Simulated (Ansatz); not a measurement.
ZnNi, in the lowest of the structures calculated here: P4/mmm (No. 123), tP2; a = b = 2.666 Å, c = 3.226 Å, α = β = γ = 90.00°; Zn 1d (0.500, 0.500, 0.500); Ni 1a (0.000, 0.000, 0.000). The numbers are results of PBEsol (plane waves to 420 eV, PAW, scalar-relativistic; Ansatz, a quantum-chemistry and plane-wave program), not measurements. Element references, the lowest calculated here: Ni (Fm-3m, ferromagnetic), Zn (P6₃/mmc).

Total energies (eV/atom, σ → 0; comparable only within this code, potentials and settings):

```
phase          E (eV/atom)
-------------  -----------
ZnNi (P4/mmm)    -4543.214
Ni (Fm-3m)       -5804.974
Zn (P6₃/mmc)     -3280.905
```

What is the formation energy of this P4/mmm form of ZnNi from the elements?

E_f = -4543.214 − [1 × (-3280.905) + 1 × (-5804.974)] / 2 = -0.27 eV/atom (-0.5 eV per formula unit).

Static energies, no anion corrections, no zero-point energy. Values are rounded to 0.01 eV/atom. The compounds carry no spin polarisation. A magnetic state may lie lower.
